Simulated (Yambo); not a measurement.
A G0W0@LDA run in Yambo for NaSbF6 (space group Fm-3m, No. 225) (2×2×2 Γ-centred k mesh, bands 2 to 212 and a 7 Ry block in the screening, 212 bands in G with the Bruneval-Gonze terminator, plasmon pole fitted at 27.2 eV) gives these matrix elements, in eV, at the band edges (Γ → Γ):

| state | E0 | <Vxc> | <Σx> | <Σc(E0)> | Z |
|---|---|---|---|---|---|
| valence edge | 0.000 | -22.749 | -30.914 | 4.746 | 0.821 |
| conduction edge | 5.049 | -16.904 | -12.321 | -2.090 | 0.880 |

Q: Solve the linearised quasiparticle equation for both states, give the gap, and say how exchange and correlation each act on it.

A: E = E0 + Z(Σx + Σc − Vxc). Valence: 0.000 + 0.821 × (-30.914 + (4.746) − (-22.749)) = -2.81 eV. Conduction: 5.049 + 0.880 × (-12.321 + (-2.090) − (-16.904)) = 7.24 eV. The gap is 10.05 eV, against 5.05 eV in LDA. Replacing Vxc by bare exchange alone would open it by 12.75 eV; correlation takes back 6.84 eV of that, and Z scales what is left. Nearest settings tried, and what they do to the gap: 165 bands in W, 165 bands in G: +52 meV; 6 Ry block (283 vectors against 331): +11 meV; 1×1×1 mesh: -167 meV. So the settings aren't converged at that level. The k mesh is coarse. Without spin-orbit coupling, band edges of such heavy elements can be off by tenths of an eV.

The standard potential for Sb keeps a d shell in the valence without the s and p states of that shell. In tests on such compounds this moved G0W0 gaps by up to about 0.9 eV, so absolute quasiparticle energies here are unreliable; differences between settings are what counts.

Geometry of the Materials Project entry, not relaxed at this level; primitive cell a = b = c = 5.847 Å, α = β = γ = 60.00°.
